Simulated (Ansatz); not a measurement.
Notes on ZrIn2Sb2

```
In Zr Sb
1.0
     2.29233    3.97044    0.00000
    -2.29234    3.97044    0.00000
     0.00000    0.00000    7.86118
In Zr Sb
2 1 2
Direct
  0.33330 0.33340 0.63110
  0.66670 0.66660 0.36890
  0.00000 0.00000 0.00000
  0.33330 0.33340 0.26880
  0.66670 0.66660 0.73120
```

Level: PBEsol, no spin polarisation; 420 eV; 7×7×4 Γ-centred mesh; gaussian occupations (width 0.0279 eV); Ansatz 0.2.0, fixed geometry.

Is there a gap?

It is a metal, with about 5.3 states/eV a cell as the mean within 0.25 eV of the Fermi level, mostly Zr d (58 %).

How is the charge shared?

Bader charges in e: Zr +1.03, In +0.27, Sb -0.79. In the mean Zr gives up most and Sb takes most.

Where is the largest force?

The largest is on Sb4 (and as large on other atoms): 2.96 eV/Å, components (0.00, 0.00, -2.96). It makes 107° with the line to a nearest neighbour, In2 at 2.76 Å.

Is it stable against the elements?

0.49 eV an atom against the elements' usual phases (free molecules for gases, crystals otherwise, with no correction for O₂ or N₂), so at this geometry it isn't bound against them. Relaxing would lower it.

Origin: a known structure type with other elements, at an estimated volume, so it need not be a known compound. Caveats: atoms or cell far from equilibrium.
